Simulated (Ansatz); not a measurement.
Ansatz (a quantum-chemistry and plane-wave program) input:

Ansatz 0.2 input:
```yaml
crystal:
  lattice:
    - [4.6693079102, 0.0, 0.0]
    - [0.0, 11.7890152916, 0.0]
    - [0.0, 0.0, 4.9367689829]
  atoms:
    - { symbol: Hf, position: [0.5, 0.3316269663, 0.75] }
    - { symbol: Hf, position: [0.5, 0.6683730337, 0.25] }
    - { symbol: Hf, position: [0.0, 0.1683730337, 0.25] }
    - { symbol: Hf, position: [0.0, 0.8316269663, 0.75] }
    - { symbol: Ti, position: [0.5, 0.0711368985, 0.75] }
    - { symbol: Ti, position: [0.5, 0.9288631015, 0.25] }
    - { symbol: Ti, position: [0.0, 0.4288631015, 0.25] }
    - { symbol: Ti, position: [0.0, 0.5711368985, 0.75] }
    - { symbol: O, position: [0.7316431651, 0.0533677625, 0.4265991401] }
    - { symbol: O, position: [0.2683568349, 0.9466322375, 0.5734008599] }
    - { symbol: O, position: [0.7683568349, 0.4466322375, 0.9265991401] }
    - { symbol: O, position: [0.2316431651, 0.5533677625, 0.0734008599] }
    - { symbol: O, position: [0.2316431651, 0.4466322375, 0.5734008599] }
    - { symbol: O, position: [0.7683568349, 0.5533677625, 0.4265991401] }
    - { symbol: O, position: [0.2683568349, 0.0533677625, 0.0734008599] }
    - { symbol: O, position: [0.7316431651, 0.9466322375, 0.9265991401] }
    - { symbol: O, position: [0.7789785788, 0.6878622601, 0.9158982856] }
    - { symbol: O, position: [0.2210214212, 0.3121377399, 0.0841017144] }
    - { symbol: O, position: [0.7210214212, 0.8121377399, 0.4158982856] }
    - { symbol: O, position: [0.2789785788, 0.1878622601, 0.5841017144] }
    - { symbol: O, position: [0.2789785788, 0.8121377399, 0.0841017144] }
    - { symbol: O, position: [0.7210214212, 0.1878622601, 0.9158982856] }
    - { symbol: O, position: [0.2210214212, 0.6878622601, 0.5841017144] }
    - { symbol: O, position: [0.7789785788, 0.3121377399, 0.4158982856] }
kpoints:
  mp_grid: { grid: [5, 2, 5] }
  band_path:
    path:
      - [[0.0, 0.0, 0.0], [0.5, 0.0, 0.0], [0.5, 0.5, 0.0], [0.0, 0.5, 0.0], [0.0, 0.0, 0.0], [0.0, 0.0, 0.5], [0.5, 0.0, 0.5], [0.5, 0.5, 0.5], [0.0, 0.5, 0.5], [0.0, 0.0, 0.5]]  # Γ-X-S-Y-Γ-Z-U-R-T-Z
      - [[0.5, 0.0, 0.0], [0.5, 0.0, 0.5]]  # X-U
      - [[0.0, 0.5, 0.0], [0.0, 0.5, 0.5]]  # Y-T
      - [[0.5, 0.5, 0.0], [0.5, 0.5, 0.5]]  # S-R
      - [VBM, CBM]
    npoints: 6
hamiltonian:
  xc: r2scan
  pseudopotentials: { kind: paw }
magnetization: { noncollinear: true, spin_orbit: true }
scf:
  n_extra_bands: 48
  convergence: { dr2_threshold: 0.0000000001 }
  occupations: { method: gaussian, width: 0.01 }
checkpoint: { write: soc.run }
output: { eigenvalues: true }
```

Output (shortened):

```
Pseudopotential: Hf, paw_fr, valence charge 26
Pseudopotential: Ti, paw_fr, valence charge 12
Pseudopotential: O, paw_fr, valence charge 6
Functional definition: r2SCAN
non-collinear run that drives no moment, with spin-orbit …
Crystal: 24 atoms, lattice volume = 271.752 Å³
Basis set: ecut = 500 eV, 6881 PW (Γ), exchange–correlation on 144×360×160 points (64 copies of the dense FFT grid, shifted against one another)
Bands: 296, of which v1, the nominal top of the filled ones, is band 248 counted from 1 (247 counted from 0)
Symmetry: 8 space group operations + 8 with time reversal
k-points: 18 of 50
Projection manifold: j_resolved (fully-relativistic pseudo-atomic orbitals)
SCF iter   1: F=—  HF=-81991.715926 eV  |F-HF|=—  |Δ(HF+E_count)|=         —  Δρ=9.54e-2  dr2=3.46e1  dr2_τ=5.70e-1  dr2_m=0.00e0 (ungated)  ethr=3.10e-3  |M|=0.00e0 ∫|m|=0.00e0 μB  |m|>n=0.0e0 m-floor=0.0e0 τ_xc=0.0e0  β_m=0.30  ⟨swp⟩=6.0  Hψ=11304  notcnv=0
preconditioner: auto → Resta (q_TF=auto, 2.687 Å⁻¹)
spin=Noncollinear: Resta preconditioning applied to the charge; magnetization (m_x, m_y, m_z) channels mix plain (no charge-response kernel on spin).
SCF iter   2: F=—  HF=-81986.536760 eV  |F-HF|=—  |Δ(HF+E_count)|=    5.18e0  Δρ=5.95e-2  dr2=1.11e1  dr2_τ=1.07e-1  dr2_m=0.00e0 (ungated)  ethr=3.10e-3  |M|=0.00e0 ∫|m|=0.00e0 μB  |m|>n=0.0e0 m-floor=0.0e0 τ_xc=0.0e0  β_m=0.46  ⟨swp⟩=2.8  Hψ=5451  notcnv=0  defer=684
SCF iter   3: F=—  HF=-81984.905270 eV  |F-HF|=—  |Δ(HF+E_count)|=    1.63e0  Δρ=2.48e-2  dr2=1.53e0  dr2_τ=2.38e-2  dr2_m=0.00e0 (ungated)  ethr=3.10e-3  |M|=0.00e0 ∫|m|=0.00e0 μB  |m|>n=0.0e0 m-floor=0.0e0 τ_xc=0.0e0  β_m=0.57  ⟨swp⟩=3.6  Hψ=6469  notcnv=0  defer=680
SCF iter   4: F=—  HF=-81984.843467 eV  |F-HF|=—  |Δ(HF+E_count)|=   6.18e-2  Δρ=1.09e-2  dr2=3.26e-1  dr2_τ=1.17e-2  dr2_m=0.00e0 (ungated)  ethr=6.18e-4  |M|=0.00e0 ∫|m|=0.00e0 μB  |m|>n=0.0e0 m-floor=0.0e0 τ_xc=0.0e0  β_m=0.56  ⟨swp⟩=2.9  Hψ=5070  notcnv=0  defer=666
SCF iter   5: F=—  HF=-81984.833349 eV  |F-HF|=—  |Δ(HF+E_count)|=   1.01e-2  Δρ=4.83e-3  dr2=5.25e-2  dr2_τ=1.60e-3  dr2_m=0.00e0 (ungated)  ethr=1.32e-4  |M|=0.00e0 ∫|m|=0.00e0 μB  |m|>n=0.0e0 m-floor=0.0e0 τ_xc=0.0e0  β_m=0.70  ⟨swp⟩=3.1  Hψ=4160  notcnv=0  defer=666
SCF iter   6: F=—  HF=-81984.840616 eV  |F-HF|=—  |Δ(HF+E_count)|=   7.27e-3  Δρ=1.41e-3  dr2=7.50e-3  dr2_τ=1.56e-4  dr2_m=0.00e0 (ungated)  ethr=2.12e-5  |M|=0.00e0 ∫|m|=0.00e0 μB  |m|>n=0.0e0 m-floor=0.0e0 τ_xc=0.0e0  β_m=0.70  ⟨swp⟩=2.8  Hψ=3270  notcnv=0  defer=666
SCF iter   7: F=—  HF=-81984.840029 eV  |F-HF|=—  |Δ(HF+E_count)|=   5.88e-4  Δρ=3.93e-4  dr2=4.98e-4  dr2_τ=1.11e-5  dr2_m=0.00e0 (ungated)  ethr=3.02e-6  |M|=0.00e0 ∫|m|=0.00e0 μB  |m|>n=0.0e0 m-floor=0.0e0 τ_xc=0.0e0  β_m=0.85  ⟨swp⟩=2.1  Hψ=4078  notcnv=0  defer=666
SCF iter   8: F=—  HF=-81984.840190 eV  |F-HF|=—  |Δ(HF+E_count)|=   1.61e-4  Δρ=2.57e-4  dr2=1.71e-4  dr2_τ=5.04e-6  dr2_m=0.00e0 (ungated)  ethr=2.01e-7  |M|=0.00e0 ∫|m|=0.00e0 μB  |m|>n=0.0e0 m-floor=0.0e0 τ_xc=0.0e0  β_m=0.84  ⟨swp⟩=2.1  Hψ=4663  notcnv=0  defer=666
SCF iter  14: F=-81984.840129 eV  HF=-81984.840129 eV  |F-HF|=0.00e0  |Δ(HF+E_count)|=  4.80e-10  Δρ=1.33e-7  dr2=3.71e-11  dr2_τ=8.52e-13  dr2_m=0.00e0 (ungated)  ethr=1.00e-12  |M|=0.00e0 ∫|m|=0.00e0 μB  |m|>n=0.0e0 m-floor=0.0e0 τ_xc=0.0e0  ⟨swp⟩=10.1  Hψ=10959  notcnv=0
SCF 1 converged in 14 iterations: F = -81984.840129 eV  dr2 = 3.71e-11
NSCF: frozen V_eff on 64 k-points
NSCF: frozen V_eff on 64 k-points
NSCF: frozen V_eff on 64 k-points
NSCF: frozen V_eff on 64 k-points
NSCF: frozen V_eff on 55 k-points
NSCF: frozen V_eff on 20 k-points
NSCF: frozen V_eff on 10 k-points
NSCF: frozen V_eff on 7 k-points
NSCF: frozen V_eff on 7 k-points
NSCF: frozen V_eff on 83 k-points
SCF converged after 14 iterations
Magnetization: |M| = 0.0000 μB,  M = (+0.0000, +0.0000, +0.0000) μB
Absolute magnetization: 0.0000 μB (∫|m|)
  site 0: m = (+0.0000, +0.0000, +0.0000) μB, |m| = 0.0000 μB  (R = 0.84 Å)
  site 1: m = (+0.0000, +0.0000, +0.0000) μB, |m| = 0.0000 μB  (R = 0.84 Å)
  site 2: m = (+0.0000, +0.0000, +0.0000) μB, |m| = 0.0000 μB  (R = 0.84 Å)
  site 3: m = (+0.0000, +0.0000, +0.0000) μB, |m| = 0.0000 μB  (R = 0.84 Å)
  site 4: m = (+0.0000, +0.0000, +0.0000) μB, |m| = 0.0000 μB  (R = 0.79 Å)
  site 5: m = (+0.0000, +0.0000, +0.0000) μB, |m| = 0.0000 μB  (R = 0.79 Å)
  site 6: m = (+0.0000, +0.0000, +0.0000) μB, |m| = 0.0000 μB  (R = 0.79 Å)
  site 7: m = (+0.0000, +0.0000, +0.0000) μB, |m| = 0.0000 μB  (R = 0.79 Å)
  site 8: m = (+0.0000, +0.0000, +0.0000) μB, |m| = 0.0000 μB  (R = 0.80 Å)
  site 9: m = (+0.0000, +0.0000, +0.0000) μB, |m| = 0.0000 μB  (R = 0.80 Å)
  site 10: m = (+0.0000, +0.0000, +0.0000) μB, |m| = 0.0000 μB  (R = 0.80 Å)
  site 11: m = (+0.0000, +0.0000, +0.0000) μB, |m| = 0.0000 μB  (R = 0.80 Å)
  site 12: m = (+0.0000, +0.0000, +0.0000) μB, |m| = 0.0000 μB  (R = 0.80 Å)
  site 13: m = (+0.0000, +0.0000, +0.0000) μB, |m| = 0.0000 μB  (R = 0.80 Å)
  site 14: m = (+0.0000, +0.0000, +0.0000) μB, |m| = 0.0000 μB  (R = 0.80 Å)
  site 15: m = (+0.0000, +0.0000, +0.0000) μB, |m| = 0.0000 μB  (R = 0.80 Å)
  site 16: m = (+0.0000, +0.0000, +0.0000) μB, |m| = 0.0000 μB  (R = 0.79 Å)
  site 17: m = (+0.0000, +0.0000, +0.0000) μB, |m| = 0.0000 μB  (R = 0.79 Å)
  site 18: m = (+0.0000, +0.0000, +0.0000) μB, |m| = 0.0000 μB  (R = 0.79 Å)
  site 19: m = (+0.0000, +0.0000, +0.0000) μB, |m| = 0.0000 μB  (R = 0.79 Å)
  site 20: m = (+0.0000, +0.0000, +0.0000) μB, |m| = 0.0000 μB  (R = 0.79 Å)
  site 21: m = (+0.0000, +0.0000, +0.0000) μB, |m| = 0.0000 μB  (R = 0.79 Å)
  site 22: m = (+0.0000, +0.0000, +0.0000) μB, |m| = 0.0000 μB  (R = 0.79 Å)
  site 23: m = (+0.0000, +0.0000, +0.0000) μB, |m| = 0.0000 μB  (R = 0.79 Å)
Free energy (F): -81984.840129 eV
Harris-Foulkes:  -81984.840129 eV  (|F-HF|=0.00e0)
Internal energy: -81984.840129 eV  (E = F + TS)
E sigma→0 (E₀):  -81984.840129 eV
Fermi energy:    12.198744 eV
--- Per-component energies (eV) ---
  E_band       = -1248.378151
  E_kinetic    = 5598.016858
  E_local      = -32413.133141  (includes V_loc(G=0)·N_el)
  E_nonlocal   = -4231.125967
  E_hartree    = 14298.509360
  E_xc         = -2686.502054
  E_vxc        = -3405.388374  (∫ρ·V_xc dr)
  E_paw        = -34475.120542  (= ΣΔE_a)
  E_vpaw       = 4403.541476  (= ΣTr[D̂ρ^β])
  E_aug_tail   = 0.017253  (compensation charges beyond the density's cutoff)
  E_vtau       = 202.675298  (kinetic-family band-sum trace: ∫τ·v_τ [+ j·A + Jᵃ·Aᵃ] dr)
  E_ewald      = -28075.244565
  E_core_change = -0.257331  (= ΣΔE_core)
  E_smearing   =  0.000000  (= −TS)
  E_closure    = 0.000000  (closes the sum)
  Σ components = -81984.840129   (vs F -81984.840129, Δ=0.00e0)
  [band-id]    e_kinetic+e_local+e_nonlocal+2·e_hartree+e_vxc+e_vpaw+e_augmentation_tail+e_vtau = -1248.377878   (vs E_band -1248.378151, Δ=2.73e-4)
--- Band table (eV; the first three rows and the last of 18) ---
  k-point 0: bands = ["-51.2947", "-51.2947", "-51.2946", "-51.2946", "-51.2915", "-51.2915", "-51.2914", "-51.2914", "-47.9434", "-47.9434", "-47.9434", "-47.9434", "-47.9080", "-47.9080", "-47.9080", "-47.9080", "-25.0103", "-25.0103", "-25.0080", …
  k-point 1: bands = ["-51.2943", "-51.2943", "-51.2943", "-51.2943", "-51.2918", "-51.2918", "-51.2917", "-51.2917", "-47.9401", "-47.9401", "-47.9400", "-47.9400", "-47.9114", "-47.9114", "-47.9114", "-47.9114", "-25.0090", "-25.0090", "-25.0029", …
  k-point 2: bands = ["-51.2935", "-51.2935", "-51.2935", "-51.2935", "-51.2925", "-51.2925", "-51.2925", "-51.2925", "-47.9312", "-47.9312", "-47.9312", "-47.9312", "-47.9203", "-47.9203", "-47.9203", "-47.9203", "-25.0024", "-25.0024", "-24.9925", …
  k-point 17: bands = ["-51.2931", "-51.2931", "-51.2931", "-51.2931", "-51.2928", "-51.2928", "-51.2928", "-51.2928", "-47.9312", "-47.9312", "-47.9312", "-47.9312", "-47.9202", "-47.9202", "-47.9202", "-47.9202", "-24.9974", "-24.9974", "-24.9940", …
```

Cost: about 2.6 core-hours (a rough figure) on shared cores.

Space group Pbcn. The start of the workflow was typed in or built on a structure type; neither database checked (COD, Materials Project) lists it. Whether it is the stable phase at ambient conditions was not checked. The cell was relaxed with r²SCAN under the symmetry of its start; whether a distortion lowers the energy is not shown. The run is not spin-polarised.

Potentials: the later of the program's two PAW sets.

Ansatz is a plane-wave DFT program.
